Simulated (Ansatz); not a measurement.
CaZn2Sb2 in space group P-3m1 (No. 164; Ca on 1a, Zn on 2d, Sb on 2d), PBEsol in the plane-wave PAW code Ansatz, all energies at zero smearing, with the estimated change up to a 700 eV cutoff added, with one set of potentials and settings (totals compare only within such a set). Cell of 5 atoms (1 Ca, 2 Zn, 2 Sb): -21173.917 eV.

```tsv
element	reference phase	E (eV/atom)
Ca	Fm-3m, 1 atoms in the cell	-1793.7315
Zn	P6_3/mmc, 2 atoms in the cell	-3280.9077
Sb	R-3m, 2 atoms in the cell	-6408.0873
```

Formation energy per atom, worked out: (-21173.917 − 1×(-1793.7315) − 2×(-3280.9077) − 2×(-6408.0873))/5 = -0.439 eV/atom (-42 kJ per mol of atoms), at 0 K, without zero-point energy or fitted corrections.

The workflow started from a Materials Project entry (that database holds measured and hypothetical structures alike); the Crystallography Open Database files this formula in space group No. 164, but the cells were not matched. Its standing as an ambient phase is unchecked. The PBEsol relaxation kept the symmetry of its start; of distortions, only those at the zone centre were tested. The references are the lowest solids computed at this level, not always the standard phases. Spin–orbit coupling is left out wherever it is not named.

Potentials: the later of the program's two PAW sets.
